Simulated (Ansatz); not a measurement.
LiTaO3 in space group P4mm (No. 99; Ta on 1b, Li on 1a, O on 1b, O on 2c), plane-wave PAW PBEsol (Ansatz code), all energies at zero smearing, with the estimated change up to a 700 eV cutoff added, with one set of potentials and settings (totals compare only within such a set). Cell of 5 atoms (1 Ta, 1 Li, 3 O): -11698.723 eV.

```
element                            reference phase  E (eV/atom)
-------  -----------------------------------------  -----------
Ta                      Im-3m, 1 atoms in the cell   -9807.4091
Li                      Fm-3m, 1 atoms in the cell    -203.0017
O        C2/m, 4 atoms in the cell, spin-polarised    -558.3609
```

Formation energy per atom, worked out: (-11698.723 − 1×(-9807.4091) − 1×(-203.0017) − 3×(-558.3609))/5 = -2.646 eV/atom (-255 kJ per mol of atoms), at 0 K, without zero-point energy or fitted corrections.

The start of the workflow was typed in or built on a structure type; neither database checked (COD, Materials Project) lists it. It is not the phase usual at ambient conditions (space group No. 161). The PBEsol relaxation kept the symmetry of its start; its stability against distortions is not shown here. No spin polarisation was allowed. The references are the lowest solids computed at this level, not always the standard phases (solids in place of the gases). Spin–orbit coupling is left out wherever it is not named.

Potentials: the earlier of the program's two PAW sets. The files were generated under PBE; for other functionals the program regenerates the frozen cores, and for LDA and PBEsol the local potential too.
